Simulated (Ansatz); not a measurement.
Ti2SnC:
```yaml
crystal:
  lattice:
    - [3.13911, 0.00000, 0.00000]
    - [-1.56956, 2.71855, 0.00000]
    - [0.00000, 0.00000, 13.64162]
  atoms:
    - { symbol: Ti, position: [0.33333, 0.66667, 0.08087] }
    - { symbol: Ti, position: [0.66667, 0.33333, 0.91913] }
    - { symbol: Ti, position: [0.66667, 0.33333, 0.58087] }
    - { symbol: Ti, position: [0.33333, 0.66667, 0.41913] }
    - { symbol: Sn, position: [0.33333, 0.66667, 0.75000] }
    - { symbol: Sn, position: [0.66667, 0.33333, 0.25000] }
    - { symbol: C, position: [0.00000, 0.00000, 0.00000] }
    - { symbol: C, position: [0.00000, 0.00000, 0.50000] }
```

Relaxed with PBEsol. Special points in fractions of this cell's reciprocal vectors: Γ (0.000, 0.000, 0.000); M (0.500, 0.000, 0.000); K (0.333, 0.333, 0.000); A (0.000, 0.000, 0.500); L (0.500, 0.000, 0.500); H (0.333, 0.333, 0.500).

Task: List the band energies nearest the Fermi level at these points for plane-wave PAW PBEsol (Ansatz code).

Result: In eV from the Fermi level; about four levels below and three above (degenerate sets whole), none deeper than 8.9 eV; points with the same levels are listed once.

```json
[
 {"k": "Γ", "below": "-2.97 -2.97 -2.95 -2.95 -2.70", "above": "0.27 0.27 0.28 0.28 0.28"},
 {"k": "M", "below": "-2.19 -2.11 -1.71 -1.69", "above": "1.04 1.21 1.47"},
 {"k": "K", "below": "-2.26 -1.98 -1.98 -0.73", "above": "0.63 0.73 0.73"},
 {"k": "A", "below": "-2.96 -2.96 -2.96 -2.96", "above": "0.27 0.27 0.27 0.27"},
 {"k": "L", "below": "-2.15 -2.15 -1.70 -1.70", "above": "1.26 1.26 1.44 1.44"},
 {"k": "H", "below": "-1.96 -1.96 -0.17 -0.17", "above": "0.62 0.62 1.75 1.75"}
]
```

Space group P6_3/mmc. The workflow started from a Materials Project entry (that database holds measured and hypothetical structures alike); the Crystallography Open Database copy checked does not list it. Whether it is the stable phase at ambient conditions was not checked. The cell was relaxed with PBEsol under the symmetry of its start; its stability against distortions is not shown here. The run is not spin-polarised. Spin–orbit coupling is left out wherever it is not named.

Potentials: the later of the program's two PAW sets.
